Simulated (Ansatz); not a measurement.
Cs:
```yaml
crystal:
  lattice:
    - [0.00000, 3.95591, 3.95591]
    - [3.95591, 0.00000, 3.95591]
    - [3.95591, 3.95591, 0.00000]
  atoms:
    - { symbol: Cs, position: [0.00000, 0.00000, 0.00000] }
```

Relaxed with r²SCAN. Special points in fractions of this cell's reciprocal vectors: Γ (0.000, 0.000, 0.000); X (0.500, 0.000, 0.500); U (0.625, 0.250, 0.625); K (0.375, 0.375, 0.750); L (0.500, 0.500, 0.500); W (0.500, 0.250, 0.750).

Q: List the band energies nearest the Fermi level at these points for the program Ansatz at the r²SCAN with spin–orbit coupling level (PAW).

A: In eV from the Fermi level; about four levels below and three above (degenerate sets whole), none deeper than 8.9 eV; points with the same levels are listed once.

| k | below | above |
|---|---|---|
| Γ | -1.82 -1.82 | 2.58 2.58 2.58 2.58 |
| X | – | 0.22 0.22 1.08 1.08 |
| U | – | 0.55 0.55 0.90 0.90 |
| L | -0.03 -0.03 | 0.49 0.49 2.41 2.41 |
| W | – | 0.66 0.66 1.08 1.08 |

Space group Fm-3m (fcc (Cu type)). The workflow started from a Materials Project entry (that database holds measured and hypothetical structures alike); the Crystallography Open Database files this formula in space group No. 225, but the cells were not matched. It is not the phase usual at ambient conditions (space group No. 229). The r²SCAN relaxation kept the symmetry of its start; whether a distortion lowers the energy is not shown.

Potentials: the later of the program's two PAW sets.
